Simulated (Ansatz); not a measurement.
Data:

BN:
```xyz
2
Lattice="0.0000 1.7903 1.7903 1.7903 0.0000 1.7903 1.7903 1.7903 0.0000" Properties=species:S:1:pos:R:3 pbc="T T T"
N      2.6854     2.6854     2.6854
B      0.0000     0.0000     0.0000
```

This is the LDA-relaxed structure.

### Question
All from LDA (plane waves, PAW; program Ansatz), unless another level is named. Predict the smallest direct gap on the standard path.

### Answer
8.83 eV.

### Question
Give the weight of the conduction-edge state by species (Voronoi cells).

### Answer
B 61 %, N 39 %.

### Question
And the conduction-band minimum?

### Answer
at X (3 equivalent valleys).

### Question
What about the valence-band maximum?

### Answer
at Γ.

Space group F-43m (zinc blende). The LDA relaxation kept the symmetry of its start; phonons on a q-mesh show no instability.

Potentials: the later of the program's two PAW sets.
